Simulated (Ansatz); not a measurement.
Values for one crystal, relaxed and computed with DFT-PBE in the program Ansatz with PAW potentials; other levels are named.

- Volume per atom: 11.70 Å³
- Electronic character: metallic (no gap)
- Formation energy from the elements (no fitted shifts): -0.15 eV/atom
- Gap with spin–orbit coupling: none (metallic)
- Pressure derivative B′: 3.7
- Density of states at the Fermi level: 0.55 states/eV per atom (mean over ±0.08 eV)
- Bulk modulus (Birch–Murnaghan fit): 167 GPa

Problem. Pick the material that matches.
A) CrB2, MoSi2 or CaC2 type
B) LaB6, Pm-3m (La on 1a, B on 6f)
C) ZrB2, P6_3/mmc (Zr on 2c, B on 4f)
D) ZrO, P-62m (Zr on 1a, Zr on 2d, O on 3f)

Solution. C, ZrB2, P6_3/mmc (Zr on 2c, B on 4f)

The start of the workflow was typed in or built on a structure type; neither database checked (COD, Materials Project) lists it. It is not the phase usual at ambient conditions (space group No. 191). Symmetry was held in the PBE relaxation; its stability against distortions is not shown here. No spin polarisation was allowed. The references are the lowest solids computed at this level, not always the standard phases. Spin–orbit coupling is left out wherever it is not named.

Potentials: the earlier of the program's two PAW sets.
